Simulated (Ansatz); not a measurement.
Given:

CsZn4P3:
```xyz
8
Lattice="4.0573 0.0000 0.0000 0.0000 4.0573 0.0000 0.0000 0.0000 10.4186" Properties=species:S:1:pos:R:3 pbc="T T T"
Cs     0.0000     0.0000     5.2093
Zn     2.0287     0.0000     8.8459
Zn     2.0287     0.0000     1.5727
Zn     0.0000     2.0287     8.8459
Zn     0.0000     2.0287     1.5727
P      2.0287     2.0287     7.5758
P      2.0287     2.0287     2.8428
P      0.0000     0.0000     0.0000
```

This is the r²SCAN-relaxed structure. Cartesian axes are those of the cell as given.

### Question
All from the program Ansatz at the r²SCAN level (PAW), unless another level is named. Give the electron effective mass.

### Answer
0.16, 0.16, 6.4 mₑ (principal values).

### Question
What about the hole effective mass, band 1 of 2 at the edge?

### Answer
2.8 along x, 1.9 along z (mₑ).

### Question
What about the hole effective mass with spin–orbit coupling?

### Answer
0.26, 0.26, 1.8 mₑ (principal values).

Space group P4/mmm. The workflow started from a Materials Project entry (that database holds measured and hypothetical structures alike); the Crystallography Open Database files this formula in space group No. 123, but the cells were not matched. Its standing as an ambient phase is unchecked. Symmetry was held in the r²SCAN relaxation; whether a distortion lowers the energy is not shown. Spin–orbit coupling is left out wherever it is not named.

Potentials: the later of the program's two PAW sets.

Edges and masses are those of Kohn–Sham bands, whose gap is no quasiparticle gap.
